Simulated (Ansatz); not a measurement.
# Is this Zr2NbC2 structure stable?

The cell was found from a structure generator's guess, not taken from experiment.

Level of theory: DFT PBE, scalar-relativistic, plane waves, PAW (Ansatz). The final run on the 5-atom cell used 420 eV, a Γ-centred 12×12×6 mesh, 0.10 eV smearing and no spin polarisation.

```
CELL_PARAMETERS angstrom
3.29233 0.00000 0.00000
-1.64616 2.85124 0.00000
0.00000 0.00000 7.84993
ATOMIC_POSITIONS crystal
Zr 0.66667 0.33333 0.68353
Zr 0.33333 0.66667 0.31647
Nb 0.00000 0.00000 0.00000
C 0.66667 0.33333 0.16354
C 0.33333 0.66667 0.83646
```

Energies over the elements count from the elements' standard structures at the same level, with no fitted energy shifts.

Problem. These tests were run: energy against the elements; phonons at Γ. What do they show?

Solution.

```tsv
test	result
energy against the elements	−0.65 eV/atom
phonons at Γ	lowest optical mode 125 cm⁻¹
```

It fails none of these tests. Whether a mixture of other phases lies lower isn't tested here. Phonons away from Γ weren't computed.

The reference form of C is held partly by dispersion forces, which this level lacks. The run for the phonons used a 12×12×6 k mesh and Fermi–Dirac smearing of 0.15 eV.
